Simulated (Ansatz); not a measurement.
Relaxation of a generated trial cell of Pb in the trigonal-Se structure type; 3 atoms in the cell, which starts as P3₁21 (No. 152), hP3; a = b = 5.5228 Å, c = 6.2658 Å, α = β = 90.00°, γ = 120.00°. Calculation: r2SCAN (plane waves to 500 eV, PAW, scalar-relativistic; Ansatz, a quantum-chemistry and plane-wave program). Γ-centred k-mesh 7×7×5 on the run's cell (coarser than for final values), Fermi–Dirac smearing 0.05 eV. This is the first round of the run. 

The optimiser's lines from the output (shortened; P is positive under compression):

```
relax step   1: F+E_penalty+E_count = -35766.63971448 eV  Δ(F+E_penalty+E_count) = +0.000e0 eV  max|allowed force component| = 5.218e-1 eV/Å  Δτ_max = 0.0000 Å  P = -2.343 GPa  Ω = 165.508 Å³  (7 SCF iters, dr2 threshold 1.00e-7 eV, accepted)
relax step   2: F+E_penalty+E_count = -35767.14120359 eV  Δ(F+E_penalty+E_count) = -5.015e-1 eV  max|allowed force component| = 3.762e-1 eV/Å  Δτ_max = 0.1332 Å  P = -3.247 GPa  Ω = 147.905 Å³  (8 SCF iters, dr2 threshold 3.00e-7 eV, accepted)
relax step   3: F+E_penalty+E_count = -35767.66370339 eV  Δ(F+E_penalty+E_count) = -5.225e-1 eV  max|allowed force component| = 3.733e-1 eV/Å  Δτ_max = 0.1200 Å  P = -3.500 GPa  Ω = 129.851 Å³  (9 SCF iters, dr2 threshold 3.00e-7 eV, accepted)
relax step   4: F+E_penalty+E_count = -35768.15335777 eV  Δ(F+E_penalty+E_count) = -4.897e-1 eV  max|allowed force component| = 2.630e-1 eV/Å  Δτ_max = 0.1414 Å  P = -2.564 GPa  Ω = 111.905 Å³  (9 SCF iters, dr2 threshold 3.00e-7 eV, accepted)
relax step   5: F+E_penalty+E_count = -35768.30628038 eV  Δ(F+E_penalty+E_count) = -1.529e-1 eV  max|allowed force component| = 8.479e-2 eV/Å  Δτ_max = 0.1560 Å  P = +2.031 GPa  Ω = 95.208 Å³  (7 SCF iters, dr2 threshold 3.00e-7 eV, accepted)
relax step   6: F+E_penalty+E_count = -35768.34341249 eV  Δ(F+E_penalty+E_count) = -3.713e-2 eV  max|allowed force component| = 5.214e-3 eV/Å  Δτ_max = 0.0412 Å  P = -0.034 GPa  Ω = 99.646 Å³  (9 SCF iters, dr2 threshold 3.00e-7 eV, accepted)
relax step   7: F+E_penalty+E_count = -35768.35247980 eV  Δ(F+E_penalty+E_count) = -9.067e-3 eV  max|allowed force component| = 1.750e-3 eV/Å  Δτ_max = 0.0030 Å  P = -0.036 GPa  Ω = 99.737 Å³  (10 SCF iters, dr2 threshold 3.00e-7 eV, accepted)
relax step   8: F+E_penalty+E_count = -35768.35209711 eV  Δ(F+E_penalty+E_count) = +3.827e-4 eV  max|allowed force component| = 4.668e-3 eV/Å  Δτ_max = 0.0033 Å  P = -0.011 GPa  Ω = 99.564 Å³  (10 SCF iters, dr2 threshold 3.00e-7 eV, rejected (line search))
relax step   9: F+E_penalty+E_count = -35768.35841215 eV  Δ(F+E_penalty+E_count) = -5.932e-3 eV  max|allowed force component| = 9.792e-4 eV/Å  Δτ_max = 0.0007 Å  P = -0.064 GPa  Ω = 99.723 Å³  (15 SCF iters, accepted)
relax step  10: F+E_penalty+E_count = -35768.35850685 eV  Δ(F+E_penalty+E_count) = -9.469e-5 eV  max|allowed force component| = 2.880e-5 eV/Å  Δτ_max = 0.0005 Å  P = +0.083 GPa  Ω = 99.378 Å³  (5 SCF iters, dr2 threshold 4.47e-8 eV, accepted)
relax step  11: F+E_penalty+E_count = -35768.35854868 eV  Δ(F+E_penalty+E_count) = -4.183e-5 eV  max|allowed force component| = 1.908e-4 eV/Å  Δτ_max = 0.0001 Å  P = -0.003 GPa  Ω = 99.585 Å³  (5 SCF iters, dr2 threshold 1.74e-8 eV, accepted)
relax step  12: F+E_penalty+E_count = -35768.35734597 eV  Δ(F+E_penalty+E_count) = +1.203e-3 eV  max|allowed force component| = 1.892e-4 eV/Å  Δτ_max = 0.0000 Å  P = -0.000 GPa  Ω = 99.585 Å³  stress off target by 2.47e-4 GPa  SCF on the basis re-selected at this cell (its energy is not comparable with the rows above)  (6 SCF iters)
```

From the first to the last row the energy changes by -0.57 eV/atom and the volume by -39.8 %. The last row is marked as not comparable with the walk above it, whose basis was carried along; it does compare with step 1, since both stand on a basis selected at the nominal cutoff for their own cell.

Step 8 was rejected by the optimiser.

Later rounds, restarted from the end of this one on a renewed k-mesh, logged 11 more steps and released under 0.01 eV/atom more. The final structure after all rounds: R-3m, hexagonal axes (No. 166), hR1; a = 4.6050 Å, b = 4.6050 Å, c = 5.4189 Å, α = 90.00°, β = 90.00°, γ = 120.00°. Between re-selections the logged energies stand on a plane-wave basis carried along with the cell. No spin polarisation in the result.

The run could not lose the symmetry of its start: the end is stationary, and may be a saddle point rather than a minimum.

The relaxed structure here is a generated cell of Pb: the first start was made by placing the elements on the sites of a structure type, and the end was not matched to a known phase here, so it may be hypothetical. Known forms of Pb include space group No. 225.
